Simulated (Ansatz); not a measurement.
Sheets of one type (buckled pentagonal (penta-graphene)-type), PBE (plane waves, PAW; program Ansatz); HSE06 gaps on those cells.

| layer | a (Å) | thickness (Å) |
|---|---|---|
| SnC2 | 5.035 | 1.38 |
| BP2 | 4.567 | 1.99 |
| CSi2 | 4.213 | 2.25 |
| C2Si | 4.409 | 1.32 |
| BC2 | ___ | ___ |

### Question
Some entries are withheld; supply them.

### Answer

- BC2, a (Å): 3.752
- BC2, thickness (Å): 1.55

Unstable at this level: BC2, buckled pentagonal (penta-graphene)-type layer. All cells were relaxed under the symmetry of their starts (and spin orders); stability against distortions was not tested throughout. Spin–orbit coupling is left out wherever it is not named. Constructed layers (a layer type filled with these elements): SnC2, buckled pentagonal (penta-graphene)-type layer; BP2, buckled pentagonal (penta-graphene)-type layer; CSi2, buckled pentagonal (penta-graphene)-type layer; C2Si, buckled pentagonal (penta-graphene)-type layer; BC2, buckled pentagonal (penta-graphene)-type layer.

Potentials: the later of the program's two PAW sets.
